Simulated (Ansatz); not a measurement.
## Eigenvalues along a path: LaTe (rocksalt type)

```xyz
2
Lattice="0.0000 3.1964 3.1964 3.1964 0.0000 3.1964 3.1964 3.1964 0.0000" Properties=species:S:1:pos:R:3 pbc="T T T"
La    0.0000    0.0000    0.0000
Te    3.1964    3.1964    3.1964
```

The cell comes from a relaxation on PAW files under the same functional, begun from a prototype that needn't be the stable phase.

Computed with Ansatz 0.2.0; functional PBEsol, scalar-relativistic. Settings: a Γ-centred 11×11×11 k mesh, Fermi–Dirac smearing of 0.1 eV, no spin polarisation. Methods: PAW: frozen-core files, cutoff 420 eV.

This run: the series' base cell.

Spin–orbit coupling is left out, which matters for the heavy atoms. The PAW files were made under PBE.

Path points, in fractions of the reciprocal vectors: Γ (0.000, 0.000, 0.000), X (0.500, 0.000, 0.500), U (0.625, 0.250, 0.625), K (0.375, 0.375, 0.750), L (0.500, 0.500, 0.500), W (0.500, 0.250, 0.750). The distance column jumps between branches of the path. Levels in eV from the Fermi level; bands 7 to 20, counted from the lowest band of the run. The gap is zero, the pressure 0.00 GPa.

```
# k(1/Å) point b7 b8 b9 b10 b11 b12 b13 b14 b15 b16 b17 b18 b19 b20
0.000 Γ -16.97 -16.97 -16.97 -12.35 -2.26 -2.26 -2.26 0.00 0.00 0.00 0.70 0.70 1.11 1.58
0.123 - -16.99 -16.97 -16.97 -12.30 -2.65 -2.32 -2.32 -0.12 0.14 0.14 0.72 0.89 1.17 1.58
0.246 - -17.05 -16.99 -16.99 -12.15 -3.38 -2.45 -2.45 -0.40 0.49 0.49 0.79 1.08 1.28 1.59
0.369 - -17.12 -17.01 -17.01 -11.98 -3.99 -2.58 -2.58 -0.72 0.88 0.88 0.89 1.17 1.38 1.60
0.491 - -17.19 -17.03 -17.03 -11.86 -4.32 -2.66 -2.66 -1.03 1.02 1.16 1.16 1.23 1.46 1.62
0.614 - -17.24 -17.06 -17.06 -11.84 -4.31 -2.69 -2.69 -1.29 1.14 1.27 1.30 1.30 1.50 1.65
0.737 - -17.27 -17.08 -17.08 -11.90 -4.06 -2.69 -2.69 -1.48 1.25 1.30 1.37 1.37 1.53 1.69
0.860 - -17.28 -17.09 -17.09 -11.97 -3.75 -2.67 -2.67 -1.60 1.31 1.32 1.40 1.40 1.54 1.72
0.983 X -17.29 -17.09 -17.09 -12.00 -3.60 -2.66 -2.66 -1.64 1.32 1.33 1.41 1.41 1.55 1.74
1.026 - -17.29 -17.10 -17.09 -12.00 -3.60 -2.70 -2.68 -1.61 1.32 1.33 1.41 1.41 1.55 1.69
1.070 - -17.28 -17.11 -17.09 -11.98 -3.60 -2.82 -2.72 -1.51 1.32 1.32 1.41 1.41 1.55 1.65
1.113 - -17.28 -17.12 -17.09 -11.95 -3.60 -2.98 -2.79 -1.37 1.31 1.32 1.40 1.41 1.55 1.61
1.157 - -17.27 -17.14 -17.08 -11.91 -3.60 -3.17 -2.88 -1.20 1.30 1.31 1.40 1.41 1.55 1.59
1.200 - -17.26 -17.16 -17.08 -11.87 -3.60 -3.37 -2.98 -1.02 1.28 1.30 1.39 1.41 1.55 1.57
1.243 - -17.26 -17.18 -17.07 -11.82 -3.59 -3.57 -3.09 -0.82 1.26 1.28 1.38 1.41 1.55 1.56
1.287 - -17.24 -17.21 -17.06 -11.76 -3.77 -3.58 -3.20 -0.61 1.23 1.27 1.38 1.42 1.55 1.56
1.330 U -17.23 -17.23 -17.05 -11.71 -3.96 -3.57 -3.31 -0.39 1.20 1.24 1.37 1.42 1.55 1.55
1.932 K -17.23 -17.23 -17.05 -11.71 -3.96 -3.57 -3.31 -0.39 1.20 1.24 1.37 1.42 1.55 1.55
2.062 - -17.30 -17.19 -17.02 -11.55 -4.45 -3.60 -3.52 0.32 1.06 1.15 1.34 1.43 1.55 1.55
2.193 - -17.34 -17.14 -16.99 -11.46 -4.72 -3.76 -3.42 0.85 0.93 1.01 1.29 1.45 1.54 1.55
2.323 - -17.33 -17.10 -16.97 -11.49 -4.72 -3.77 -3.26 0.60 0.81 1.18 1.23 1.45 1.52 1.56
2.453 - -17.28 -17.05 -16.96 -11.65 -4.44 -3.62 -3.04 0.34 0.57 1.13 1.17 1.43 1.49 1.57
2.584 - -17.19 -17.02 -16.96 -11.87 -3.92 -3.31 -2.79 0.14 0.34 0.89 1.03 1.38 1.42 1.58
2.714 - -17.08 -16.99 -16.96 -12.11 -3.25 -2.89 -2.53 0.02 0.15 0.48 0.91 1.23 1.31 1.58
2.844 - -17.00 -16.97 -16.97 -12.29 -2.58 -2.46 -2.33 -0.01 0.04 0.15 0.78 0.91 1.18 1.58
2.975 Γ -16.97 -16.97 -16.97 -12.35 -2.26 -2.26 -2.26 0.00 0.00 0.00 0.70 0.70 1.11 1.58
3.081 - -16.99 -16.97 -16.97 -12.31 -2.46 -2.37 -2.37 0.01 0.05 0.05 0.80 0.80 1.16 1.58
3.187 - -17.06 -16.97 -16.97 -12.18 -2.93 -2.64 -2.64 0.03 0.19 0.19 1.04 1.04 1.26 1.58
3.294 - -17.15 -16.97 -16.97 -12.00 -3.50 -2.97 -2.97 0.07 0.40 0.40 1.24 1.24 1.37 1.59
3.400 - -17.25 -16.97 -16.97 -11.77 -4.07 -3.28 -3.28 0.17 0.65 0.65 1.35 1.35 1.45 1.59
3.507 - -17.35 -16.97 -16.97 -11.55 -4.56 -3.54 -3.54 0.34 0.90 0.90 1.41 1.41 1.50 1.59
3.613 - -17.43 -16.98 -16.98 -11.35 -4.95 -3.74 -3.74 0.55 1.09 1.09 1.43 1.43 1.53 1.59
3.719 - -17.48 -16.98 -16.98 -11.22 -5.20 -3.86 -3.86 0.75 1.19 1.19 1.45 1.45 1.55 1.60
3.826 L -17.50 -16.98 -16.98 -11.17 -5.28 -3.90 -3.90 0.83 1.22 1.22 1.45 1.45 1.55 1.60
3.913 - -17.49 -16.99 -16.98 -11.19 -5.24 -3.89 -3.88 0.82 1.20 1.22 1.45 1.45 1.55 1.59
4.000 - -17.47 -17.01 -16.99 -11.25 -5.12 -3.84 -3.83 0.77 1.12 1.22 1.42 1.45 1.55 1.58
4.086 - -17.44 -17.05 -17.00 -11.33 -4.94 -3.77 -3.75 0.70 1.00 1.23 1.40 1.44 1.55 1.56
4.173 - -17.39 -17.09 -17.02 -11.43 -4.71 -3.68 -3.67 0.62 0.84 1.26 1.38 1.44 1.55 1.55
4.260 - -17.34 -17.13 -17.05 -11.53 -4.47 -3.59 -3.59 0.56 0.69 1.30 1.36 1.43 1.54 1.55
4.347 - -17.28 -17.16 -17.08 -11.61 -4.25 -3.52 -3.52 0.52 0.57 1.34 1.36 1.42 1.52 1.55
4.434 - -17.23 -17.18 -17.12 -11.67 -4.08 -3.48 -3.48 0.50 0.51 1.36 1.36 1.42 1.51 1.55
4.521 W -17.19 -17.19 -17.15 -11.69 -4.02 -3.47 -3.47 0.49 0.49 1.37 1.37 1.42 1.50 1.55
4.582 - -17.21 -17.17 -17.15 -11.70 -3.98 -3.52 -3.40 0.19 0.76 1.36 1.38 1.42 1.51 1.55
4.644 - -17.23 -17.15 -17.14 -11.74 -3.85 -3.55 -3.32 -0.14 0.96 1.35 1.38 1.41 1.52 1.55
4.705 - -17.24 -17.14 -17.13 -11.79 -3.66 -3.58 -3.22 -0.48 1.10 1.35 1.39 1.41 1.53 1.55
4.766 - -17.26 -17.12 -17.12 -11.85 -3.59 -3.42 -3.10 -0.81 1.20 1.34 1.40 1.41 1.55 1.55
4.828 - -17.27 -17.11 -17.11 -11.91 -3.60 -3.15 -2.97 -1.11 1.26 1.33 1.40 1.41 1.55 1.58
4.889 - -17.28 -17.10 -17.10 -11.96 -3.60 -2.91 -2.83 -1.37 1.30 1.33 1.41 1.41 1.55 1.62
4.951 - -17.29 -17.10 -17.10 -11.99 -3.60 -2.73 -2.71 -1.57 1.32 1.33 1.41 1.41 1.55 1.67
5.012 X -17.29 -17.09 -17.09 -12.00 -3.60 -2.66 -2.66 -1.64 1.32 1.33 1.41 1.41 1.55 1.74
```
